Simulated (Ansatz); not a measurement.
Relaxed-ion elastic tensor of MgS (rock salt, Fm-3m) in GPa (Voigt order), plane-wave PAW r²SCAN (Ansatz code); density 2.66 g/cm³, 17.63 Å³ per atom.

```
 152  44.0  44.0   0.0   0.0   0.0
44.0   152  44.0   0.0   0.0   0.0
44.0  44.0   152   0.0   0.0   0.0
 0.0   0.0   0.0  60.1   0.0   0.0
 0.0   0.0   0.0   0.0  60.1   0.0
 0.0   0.0   0.0   0.0   0.0  60.1
```

**Question.** Is the crystal mechanically stable?

**Answer.** Yes: the smallest eigenvalue of C is 60.1 GPa.

**Question.** Work out the Voigt, Reuss and Hill averages.

**Answer.** K_V = 79.9, K_R = 79.9, K_H = 79.9; G_V = 57.6, G_R = 57.5, G_H = 57.5 GPa.

**Question.** Give Young's modulus, Poisson's ratio, Pugh's ratio and the universal anisotropy index.

**Answer.** E = 9KG/(3K + G) = 139 GPa; ν = 0.21; K/G = 1.39 (brittle by the Pugh limit of 1.75); A_U = 5G_V/G_R + K_V/K_R − 6 = 0.01.

**Question.** Estimate the sound speeds and the Debye temperature.

**Answer.** v_l = √((K + 4G/3)/ρ) = 7680 m/s, v_t = √(G/ρ) = 4660 m/s, mean 5140 m/s; Θ = (h/k)(3n/4πV)^(1/3) v_m = 589 K.

**Question.** Give the Zener ratio and Young's modulus along [100], [110] and [111].

**Answer.** A = 2C44/(C11 − C12) = 1.12; 1/E = S11 − 2(S11 − S12 − S44/2)Γ with Γ = 0, 1/4, 1/3 gives 132, 141, 144 GPa.

**Question.** Solve the Christoffel equation for the three sound speeds along [100], [110], [111].

**Answer.** Eigenvalues of C_ijkl n_j n_l equal ρv². In km/s, slowest first: [100] 4.76, 4.76, 7.56; [110] 4.50, 4.76, 7.71; [111] 4.59, 4.59, 7.76.

Symmetry was held in the r²SCAN relaxation.

Potentials: the earlier of the program's two PAW sets.
